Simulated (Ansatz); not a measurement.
Sr (fcc (Cu type)), relaxed with PBEsol (Ansatz, a quantum-chemistry and plane-wave program, plane waves, PAW): a = b = c = 5.919 Å, α = β = γ = 90.00°.

Q: The same phase is relaxed and computed with LDA in the same code. What is the cell now?

A: a = b = c = 5.783 Å, α = β = γ = 90.00°.

All cells were relaxed under the symmetry of their starts (and spin orders); stability against distortions was not tested throughout. Scalar-relativistic: spin–orbit coupling is off unless named, which matters more the heavier the elements.

Potentials: the earlier of the program's two PAW sets.

Ansatz is a plane-wave DFT program.
